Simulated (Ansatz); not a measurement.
## Phonon spectrum of Ga3AsP2

Theory: DFT PBE, scalar-relativistic, plane waves, PAW in Ansatz. Settings: 420 eV plane-wave cutoff, Γ-centred 12×12×4 mesh, fixed occupations. No spin polarisation. Phonons by linear response, acoustic sum rule imposed.

The cell, relaxed at this level:
```yaml
crystal:
  lattice:
    - [3.94834, 0.00000, 0.00000]
    - [-1.97417, 3.41936, 0.00000]
    - [0.00000, 0.00000, 9.67757]
  atoms:
    - { symbol: Ga, position: [0.00000, 0.00000, 0.99299] }
    - { symbol: Ga, position: [0.33333, 0.66667, 0.66670] }
    - { symbol: Ga, position: [0.66667, 0.33333, 0.34005] }
    - { symbol: P, position: [0.00000, 0.00000, 0.74675] }
    - { symbol: P, position: [0.33333, 0.66667, 0.41979] }
    - { symbol: As, position: [0.66667, 0.33333, 0.08373] }
```

It was reached by relaxing an invented guess, and it needn't be the stable form of this composition. The q mesh is coarse, so values between its points are rough. The run warned that its linear response isn't converged on this k mesh, so dielectric tensors, Born charges and infrared intensities are rough, and the frequencies may be too.

Force constants from linear response on a 2×2×1 q mesh.

Path: Γ–M–K–Γ–A–L–H–A | L–M | H–K. Only the points of the 2×2×1 mesh were computed; the rest is interpolation, which is rough on so few points. On the mesh no mode is imaginary. Distance along the path (Å⁻¹), then the branches (cm⁻¹, negative for imaginary; the LO field is included):
```
0.000  0 0 0 63 63 73 73 173 185 258 263 267 329 330 332 342 354 356
0.230  26 26 64 67 79 84 95 171 183 255 262 268 329 330 331 342 350 357
0.459  49 56 76 89 98 120 128 174 192 248 261 265 327 328 329 338 348 355
0.689  64 80 87 96 97 123 167 192 217 242 257 259 324 326 328 333 347 352
0.919  69 88 92 99 100 111 190 196 234 240 248 258 325 325 327 327 347 351
1.051  72 87 90 102 110 116 189 196 231 239 246 259 322 325 327 330 347 351
1.184  77 84 90 110 127 129 188 194 222 236 244 262 318 324 327 334 345 351
1.317  78 83 89 120 143 143 188 195 210 232 242 264 316 324 327 336 344 351
1.449  78 84 88 124 149 149 190 199 200 231 241 265 314 323 327 338 343 351
1.714  71 88 91 114 129 134 171 199 206 237 248 263 319 326 328 336 344 351
1.980  53 74 89 95 107 120 134 182 192 246 261 262 326 327 330 338 346 354
2.245  27 37 69 71 81 89 99 171 183 254 262 268 328 330 331 341 349 357
2.510  0 0 0 63 63 73 73 173 185 258 263 267 329 330 332 342 354 356
2.551  5 5 13 62 62 74 74 169 189 263 263 263 329 329 332 332 354 367
2.632  15 15 38 57 57 76 76 152 202 261 263 263 329 329 332 332 354 367
2.713  25 25 51 51 63 78 78 132 212 259 263 263 329 329 332 332 354 367
2.794  34 34 43 43 79 79 86 111 218 257 263 263 329 329 332 332 355 366
2.950  38 43 43 48 81 85 96 106 218 254 263 264 329 330 332 333 354 364
3.179  48 59 60 65 88 114 125 132 212 246 262 265 328 329 330 340 348 359
3.409  60 64 75 77 96 136 166 172 211 239 260 261 327 327 329 337 346 354
3.639  60 68 90 97 98 127 194 200 216 241 252 258 325 326 328 330 346 350
3.820  58 71 94 99 104 121 199 205 214 242 250 258 324 327 328 329 346 350
3.952  59 83 99 106 112 124 197 203 211 239 247 261 321 326 329 332 345 349
4.085  67 91 100 109 128 134 194 200 207 235 244 264 317 324 330 335 344 349
4.218  78 88 98 114 141 143 192 200 203 232 242 265 315 324 330 337 343 349
4.417  75 83 104 112 137 141 190 197 206 233 243 264 316 324 330 336 343 349
4.682  64 67 87 106 115 132 171 177 210 236 255 262 324 328 329 337 344 352
4.947  53 59 65 73 93 120 133 139 211 244 262 264 328 329 330 341 346 357
5.212  39 44 45 50 81 87 96 107 218 254 263 264 329 330 331 334 354 364
5.345  59 69 92 98 104 121 200 205 214 242 250 258 325 327 327 328 346 350
5.426  63 69 92 98 101 122 198 202 219 242 250 258 325 327 327 328 346 350
5.507  69 74 92 96 99 122 193 199 226 242 249 258 325 326 327 327 347 350
5.588  69 86 92 94 99 118 190 197 232 241 248 258 325 325 327 327 347 351
5.670  69 88 92 99 100 111 190 196 234 240 248 258 325 325 327 327 347 351
5.710  80 87 96 115 143 145 191 200 202 231 242 265 315 323 330 337 343 349
5.791  79 86 93 118 145 146 191 200 202 231 241 265 314 323 330 337 343 349
5.872  78 85 90 122 147 148 190 199 201 231 241 265 314 323 328 337 343 350
5.954  78 84 88 124 149 149 190 199 201 231 241 265 314 323 328 338 343 351
```
